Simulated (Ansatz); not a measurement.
ZnCu$_{2}$SnS$_{4}$ in space group I-4 (No. 82; Pearson symbol tI16), plane-wave PAW r²SCAN (Ansatz code). The conduction-band minimum lies at Γ, with 1 equivalent valley. Second derivatives d²E/dk² of the lowest band at one valley (eV·Å²), along Cartesian directions:

```tsv
direction	d²E/dk²
[100]	67.07
[010]	67.07
[001]	69.73
[110]	67.05
[101]	68.37
[011]	68.37
```

Find the principal effective masses, the density-of-states mass and the conductivity mass.

Off-diagonal terms follow from H_xy = H[110] − (H_xx + H_yy)/2, and m*/mₑ = 7.620 eV·Å² over each eigenvalue: 0.11, 0.11, 0.11. One valley's DOS mass (m₁m₂m₃)^(1/3) = 0.11, conductivity mass 3/(Σ 1/mᵢ) = 0.11 mₑ.

What effective density of states Nc follows at 300 K for parabolic valleys?

Nc = 2.509e19 × 1 × (0.11)^(3/2) ≈ 9.2e17 cm⁻³.

The r²SCAN relaxation kept the symmetry of its start. The run is not spin-polarised. Spin–orbit coupling is left out wherever it is not named.

Potentials: the later of the program's two PAW sets.

Edges and masses are those of Kohn–Sham bands, whose gap is no quasiparticle gap.
